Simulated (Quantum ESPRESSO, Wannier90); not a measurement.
TePb2S (R-3m), plane waves to Wannier functions

Cell from Materials Project (mp-1217283), symmetrised, no further relaxation. Not found in the COD (Crystallography Open Database) copy used; not checked further. Level: PBEsol, spinors with spin-orbit coupling; pw.x of Quantum ESPRESSO at 64 Ry with PseudoDojo potentials, 4×4×4 k-points, Wannier90. Density: 8×8×8 mesh, cold smearing 0.01 Ry. With spin-orbit coupling a semilocal functional can close or falsely invert a small gap; the band order was not checked against a better method.

On the energy scale of pw.x, whose zero is arbitrary, the Fermi level lies at 8.09 eV.

Input w.win:

```
num_bands = 8
num_wann = 8
exclude_bands = 1-10,19-82
spinors = true
num_iter = 1000
conv_tol = 1.0e-6
conv_window = 4
write_hr = true
write_u_matrices = true
auto_projections = true
begin unit_cell_cart
ang
   -2.2219750881    3.8485737457    0.0000000000
   -4.4439501762    0.0000000000    0.0000000000
   -2.2219750881    1.2828579152    7.2598900000
end unit_cell_cart
begin atoms_frac
Te   0.5000000000  0.5000000000  0.5000000000
Pb   0.2582840000  0.2582840000  0.2251480000
Pb  -0.2582840000 -0.2582840000 -0.2251480000
S    0.0000000000  0.0000000000  0.0000000000
end atoms_frac
mp_grid = 4 4 4
begin kpoints
0.0000000000 0.0000000000 0.0000000000
0.0000000000 0.0000000000 0.2500000000
0.0000000000 0.0000000000 0.5000000000
... (61 more lines: the 4x4x4 mesh through Gamma)
end kpoints
```

Input of pw2wannier90.x that gives the overlap and projection files (equivalent; here they were cut from one run over all bands):

```
&inputpp
  outdir = './out'
  prefix = 'pwscf'
  seedname = 'w'
  write_amn = .true.
  write_mmn = .true.
  scdm_proj = .true.
  scdm_entanglement = 'isolated'
/
```

Output w.wout (banner and timings cut):

```
                                    ------
                                    SYSTEM
                                    ------

                              Lattice Vectors (Ang)
                    a_1    -2.221975   3.848574   0.000000
                    a_2    -4.443950   0.000000   0.000000
                    a_3    -2.221975   1.282858   7.259890

                   Unit Cell Volume:     124.16495  (Ang^3)

                        Reciprocal-Space Vectors (Ang^-1)
                    b_1     0.000000   1.632601  -0.288489
                    b_2    -1.413874  -0.816300  -0.288489
                    b_3     0.000000   0.000000   0.865466

 *----------------------------------------------------------------------------*
 |   Site       Fractional Coordinate          Cartesian Coordinate (Ang)     |
 +----------------------------------------------------------------------------+
 | te   1   0.50000   0.50000   0.50000   |   -4.44395   2.56572   3.62995    |
 | pb   1   0.25828   0.25828   0.22515   |   -2.22198   1.28286   1.63455    |
 | pb   2  -0.25828  -0.25828  -0.22515   |    2.22198  -1.28286  -1.63455    |
 | s    1   0.00000   0.00000   0.00000   |   -0.00000   0.00000   0.00000    |
 *----------------------------------------------------------------------------*
                                ------------
                                K-POINT GRID
                                ------------

             Grid size =  4 x  4 x  4      Total points =   64

 *---------------------------------- MAIN ------------------------------------*
 |  Number of Wannier Functions               :                 8             |
 |  Number of Objective Wannier Functions     :                 8             |
 |  Number of input Bloch states              :                 8             |
 |  Output verbosity (1=low, 5=high)          :                 1             |
 |  Timing Level (1=low, 5=high)              :                 1             |
 |  Optimisation (0=memory, 3=speed)          :                 3             |
 |  Length Unit                               :               Ang             |
 |  Post-processing setup (write *.nnkp)      :                 F             |
 |  Using Gamma-only branch of algorithms     :                 F             |
 *----------------------------------------------------------------------------*
 *------------------------------- WANNIERISE ---------------------------------*
 |  Total number of iterations                :              1000             |
 |  Number of CG steps before reset           :                 5             |
 |  Trial step length for line search         :             2.000             |
 |  Convergence tolerence                     :         0.100E-05             |
 |  Convergence window                        :                 4             |
 |  Iterations between writing output         :                 1             |
 |  Iterations between backing up to disk     :               100             |
 |  Write r^2_nm to file                      :                 F             |
 |  Write xyz WF centres to file              :                 F             |
 |  Write on-site energies <0n|H|0n> to file  :                 F             |
 |  Use guiding centre to control phases      :                 F             |
 |  Use phases for initial projections        :                 F             |
 *----------------------------------------------------------------------------*
 *-------------------------------- PLOTTING ----------------------------------*
 |  Plotting Hamiltonian in WF basis          :                 T             |
 *----------------------------------------------------------------------------*

       ... (k-mesh section left out)

 Starting a new Wannier90 calculation ...

 Reading overlaps from w.mmn

 Reading projections from w.amn

 *------------------------------- WANNIERISE ---------------------------------*
 +--------------------------------------------------------------------+<-- CONV
 | Iter  Delta Spread     RMS Gradient      Spread (Ang^2)            |<-- CONV
 +--------------------------------------------------------------------+<-- CONV

 ------------------------------------------------------------------------------
 Initial State
  WF centre and spread    1  (  2.222021, -1.282827, -1.634624 )     0.55357157
  WF centre and spread    2  ( -2.221972,  1.282913,  1.634624 )     0.55357157
  WF centre and spread    3  ( -2.221984,  1.282967,  1.634750 )     0.55416937
  WF centre and spread    4  (  2.222074, -1.282811, -1.634750 )     0.55416937
  WF centre and spread    5  (  2.221928, -1.282902, -1.635090 )     0.55537030
  WF centre and spread    6  ( -2.221989,  1.282795,  1.635090 )     0.55537030
  WF centre and spread    7  (  2.221878, -1.282891, -1.634786 )     0.55416831
  WF centre and spread    8  ( -2.221955,  1.282757,  1.634786 )     0.55416831
  Sum of centres and spreads (  0.000001,  0.000001, -0.000000 )     4.43455910

      0     0.443E+01     0.0000000000        4.4345591009  <-- CONV
        O_D=      0.0001917 O_OD=      0.0042020 O_TOT=      4.4345591 <-- SPRD
 ------------------------------------------------------------------------------
      1    -0.797E-03     0.0288855608        4.4337616214  <-- CONV
        O_D=      0.0000088 O_OD=      0.0035874 O_TOT=      4.4337616 <-- SPRD
      2    -0.105E-04     0.0042625619        4.4337511327  <-- CONV
        O_D=      0.0000085 O_OD=      0.0035773 O_TOT=      4.4337511 <-- SPRD
      3    -0.904E-06     0.0021828308        4.4337502284  <-- CONV
        O_D=      0.0000084 O_OD=      0.0035764 O_TOT=      4.4337502 <-- SPRD
      4    -0.167E-06     0.0007282720        4.4337500614  <-- CONV
        O_D=      0.0000084 O_OD=      0.0035763 O_TOT=      4.4337501 <-- SPRD
      5    -0.608E-07     0.0004603775        4.4337500006  <-- CONV
        O_D=      0.0000084 O_OD=      0.0035762 O_TOT=      4.4337500 <-- SPRD
      6    -0.140E-07     0.0002337917        4.4337499866  <-- CONV
        O_D=      0.0000084 O_OD=      0.0035762 O_TOT=      4.4337500 <-- SPRD
             <<<     Delta < 1.000E-06  over  4 iterations     >>>
             <<< Wannierisation convergence criteria satisfied >>>
 Final State
  WF centre and spread    1  (  2.222019, -1.282830, -1.634632 )     0.55339510
  WF centre and spread    2  ( -2.221973,  1.282910,  1.634632 )     0.55339510
  WF centre and spread    3  ( -2.221985,  1.282970,  1.634759 )     0.55406776
  WF centre and spread    4  (  2.222077, -1.282810, -1.634759 )     0.55406776
  WF centre and spread    5  (  2.221927, -1.282901, -1.635095 )     0.55533197
  WF centre and spread    6  ( -2.221989,  1.282795,  1.635095 )     0.55533197
  WF centre and spread    7  (  2.221878, -1.282890, -1.634797 )     0.55408017
  WF centre and spread    8  ( -2.221954,  1.282758,  1.634797 )     0.55408017
  Sum of centres and spreads (  0.000001,  0.000001, -0.000000 )     4.43374999

         Spreads (Ang^2)       Omega I      =     4.430165382
        ================       Omega D      =     0.000008419
                               Omega OD     =     0.003576186
    Final Spread (Ang^2)       Omega Total  =     4.433749987
```
